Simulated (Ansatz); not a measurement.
# AgCl (Chlorargyrite) from its elements: all-electron against pseudopotential results

```
Ag Cl
1.0
     0.00000    2.80534    2.80534
     2.80534    0.00000    2.80534
     2.80534    2.80534    0.00000
Ag Cl
1 1
Direct
  0.00000 0.00000 0.00000
  0.50000 0.50000 0.50000
```

The cell comes from a relaxation on PAW files under the same functional, begun from a database entry that needn't be the ground state.

Computed with Ansatz 0.2.0; functional PBE, scalar-relativistic. Settings: a Γ-centred 9×9×9 k mesh, Fermi–Dirac smearing of 0.02 eV, no spin polarisation. Methods: LAPW: all electrons, basis error target 0.5 meV/atom; PAW: frozen-core files, cutoff 420 eV.

The elements are taken as Ag fcc, Cl Cl2 gas, each relaxed on PAW files under the same functional and computed by the same method as the compound; zero-point and thermal terms are left out.

(1) What is the formation energy by LAPW, and how far do the other methods lie from it?

(2) Give the LAPW value for one formula unit in kJ/mol.

Results:

(1) -0.452 eV/atom; PAW -0.3 meV/atom. The compound is bound against these elements; other compounds of the system weren't compared.

(2) -0.452 eV/atom × 2 atoms × 96.485 kJ/(mol·eV) = -87.2 kJ/mol, at zero temperature and without zero-point motion.
